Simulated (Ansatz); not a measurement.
A scan (energy against volume; even scaling of the relaxed cell, symmetry kept) gave these values. All values below come from PBE (plane waves to 420 eV, PAW, scalar-relativistic; Ansatz, a program for electronic structure).

The bulk modulus at fixed cell shape B₀ (third-order Birch-Murnaghan fit) is 213 GPa and the pressure derivative B₀′ (fit) comes out as 3.9. The equilibrium volume of the fit comes out as 10.50 Å³/atom.

Question: Of these crystals, all scanned alike, which one is it?
(A) Te (trigonal-Te type, space group P3_121)
(B) SiC (6H type, space group P6_3mc)
(C) GaCuSe₂ (chalcopyrite)

Answer: B, SiC (6H type, space group P6_3mc). The others have, for the bulk modulus at fixed cell shape: GaCuSe2 60.1 GPa, Te 23.2 GPa

All were relaxed with their symmetry unable to fall. At this level the bands of GaCuSe2 touch or barely overlap; measurements give the solid a gap. GaCuSe2 is run without spin polarisation. Spin-orbit coupling is left out. The PAW data are Ansatz's earlier set. With the shape held, the modulus is that of even scaling; a crystal free to change shape is softer.

(Under strain, the slope of the energy per volume gives the stress and its curvature an elastic modulus.)
